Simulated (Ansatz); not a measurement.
A geometry of P2Pd away from equilibrium: the start of the relaxation of a relaxed P2Pd cell stretched uniformly to 130 % of its volume. Calculation: r2SCAN (plane waves to 500 eV, PAW, scalar-relativistic; Ansatz, an electronic-structure program). Γ-centred k-mesh 5×5×4 on the run's cell (coarser than for final values), Fermi–Dirac smearing 0.05 eV.

```xyz
6
Lattice="3.7618 -3.2004 0.0000 3.7618 3.2004 0.0000 -3.3749 0.0000 5.4658" Properties=species:S:1:pos:R:3 pbc="T T T"
P      0.2739     0.7942     1.8254
P      3.8748    -0.7942     3.6404
P      5.5622     0.7942     0.9075
P     -1.4135    -0.7942     4.5584
Pd     0.1934    -1.6002     2.7329
Pd     1.8809     1.6002     0.0000
```

Task: Predict the force on each atom, in eV/Å.

Result: 
| atom | Fx | Fy | Fz |
|---|---|---|---|
| P1 | -0.59 | 0.04 | -0.05 |
| P2 | 0.59 | -0.04 | 0.05 |
| P3 | 0.59 | 0.04 | 0.05 |
| P4 | -0.59 | -0.04 | -0.05 |
| Pd5 | 0.00 | 0.00 | 0.00 |
| Pd6 | 0.00 | 0.00 | 0.00 |

Task: What is the pressure?

Result: -19.0 GPa, compression positive.

No spin polarisation in the result.

The run could not lose the symmetry of its start.

The cell that was disturbed is our relaxation of an entry of Materials Project.
